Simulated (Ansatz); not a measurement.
According to PBEsol in the plane-wave PAW code Ansatz, Co$_{3}$IrC in the anti-perovskite structure (Pm-3m) relaxes to a = 3.732 Å. Ir has 12 nearest neighbours from 2.64 Å (cuboctahedral); C has 6 nearest neighbours from 1.87 Å (octahedral). Its formation energy from the elements is 0.28 eV/atom, with no fitted shifts.

Electronic character: metallic (no gap). The magnetic state found is ferromagnetic. The net moment is 0.84 μB per atom.

An equation-of-state fit gives a bulk modulus of 253 GPa. The relaxed-ion elastic constants in GPa are C11 = 441, C12 = 168, C44 = 89.4. The elastic constants imply a Debye temperature near 450 K.

The start of the workflow was typed in or built on a structure type; neither database checked (COD, Materials Project) lists it. Whether it is the stable phase at ambient conditions was not checked. The cell was relaxed with PBEsol under the symmetry of its start; its stability against distortions is not shown here. Magnetic state: ferromagnetic, chosen from 5 collinear starts compared on coarse meshes (ties went to the first, and starts can fall back to one state), not a proven ground state. Its formation energy is positive at this level, so the cell may be metastable or incomplete. As this level gives no gap, shear constants depend on the k-mesh and smearing (Fermi–Dirac, 0.1 eV here). The references are the lowest solids computed at this level, not always the standard phases. Spin–orbit coupling is left out wherever it is not named.

Potentials: the earlier of the program's two PAW sets. The files were generated under PBE; for other functionals the program regenerates the frozen cores, and for LDA and PBEsol the local potential too.
